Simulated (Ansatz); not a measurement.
Data:

Relaxed Se (trigonal-Se type, space group P3_121):

```xyz
6
Lattice="9.0114 0.0000 0.0000 -2.2528 3.9020 0.0000 0.0000 0.0000 4.9913" Properties=species:S:1:pos:R:3 pbc="T T T"
Se     0.9781     0.0000     4.1594
Se     5.4838     0.0000     4.1594
Se    -0.4891     0.8471     0.8319
Se     4.0166     0.8471     0.8319
Se     1.7638     3.0550     2.4956
Se     6.2695     3.0550     2.4956
```

Scan: atom 1 (Se, nearest neighbour Se at 2.375 Å; its periodic images, 4.5 Å or more away, move with it) is displaced along Cartesian [110], direction (0.707, 0.707, 0.000) in Cartesian axes, by s. The other atoms stay.

Level of theory: r2SCAN (plane waves to 500 eV, PAW, scalar-relativistic; Ansatz, a first-principles code). k mesh 7×7×6 (Γ-centred), Fermi-Dirac smearing 0.05 eV. Energies are smeared free energies. Se was relaxed with its symmetry unable to fall. ΔE is measured from the undisplaced structure.

The scan covers s from -0.710 to 0.710 Å in 11 points.

Problem. Is the energy the same for displacements of ±0.710 Å, and if not, which side lies higher?

Solution. Not even: the negative side lies higher at ±0.710 Å. With its periodic images moving along, the atom's site symmetry in this cell is 1.

Problem. What force acts on the atom along the line at s = -0.710 Å?

Solution. 5.36 eV/Å.

Problem. What is the energy change at s = 0.710 Å?

Solution. 1078 meV/cell.

Problem. What is the force constant k = d²E/ds² of this move at s = 0?

Solution. 5.88 eV/Å².

(For displaced atoms, the force is minus the slope of the energy, and its curvature is a force constant, which sets phonon frequencies.)
